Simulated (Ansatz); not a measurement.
# Tl (P6_3/mmc), an elastic constant from a strain scan

Computed with DFT PBEsol, scalar-relativistic, plane waves, PAW in Ansatz. The runs took a 420 eV cutoff, a Γ-centred 18×18×10 mesh and Gaussian smearing (0.15 eV). Spin–orbit coupling is left out, which can shift energies with elements as heavy as these. No spin polarisation. Energies are free energies at this smearing, counted from the undisturbed cell; pressure is positive in compression.

Zero of the scan (as given, not relaxed at this level; it stands at 0.0 GPa):

```
Tl
1.0
     3.45600    0.00000    0.00000
    -1.72800    2.99298    0.00000
     0.00000    0.00000    5.52500
Tl
2
Direct
  0.33333 0.66667 0.25000
  0.66667 0.33333 0.75000
```

The cell is strained by ε times the Voigt pattern (0, 0, 1, 0, 0, 0) (xx, yy, zz, yz, xz, xy; engineering shear) with fractional coordinates fixed. The cell holds 2 atoms in V0 = 57.15 Å³. The stress column is τ = (1/V0) dE/dε, got from the stress tensor σ (compression positive) at each point as −det(1 + εP) σ : P(1 + εP)⁻¹, with P the pattern as a tensor.

```
      ε  ΔE (meV/atom)  τ (GPa)
-0.0600         22.819   -4.469
-0.0450         12.437   -3.291
-0.0300          5.217   -2.110
-0.0150          1.115   -0.965
 0.0000          0.000    0.121
 0.0150          1.644    1.072
 0.0300          5.496    1.771
 0.0450         10.972    2.309
 0.0525         14.222    2.550
 0.0600              ?        ?
```

Question: Which combination of elastic constants does this scan measure, and how large is it?

Answer: For small ε, τ = τ0 + Kε with K = pᵀCp, which for this pattern is C33 in the Cartesian frame shown. The parabola through τ at ε = -0.0150, 0 and 0.0150 has slope K = 68 GPa at zero. The energies per cell, E = NΔE, of the same two points give K = 2[E(ε₊)/ε₊ − E(ε₋)/ε₋]/[(ε₊ − ε₋)V0] = 69 GPa, in agreement.

Question: Predict the withheld row at ε = 0.0600 from the harmonic law, and compare.

Answer: ΔE = V0(τ0 ε + Kε²/2)/N = 23.096 meV/atom and τ = 4.20 GPa. The calculation gives 17.784 meV/atom and 2.77 GPa: the energy lies 23 % below the harmonic value, as bonds soften when stretched.

In a metal these slopes depend on the k mesh and the smearing.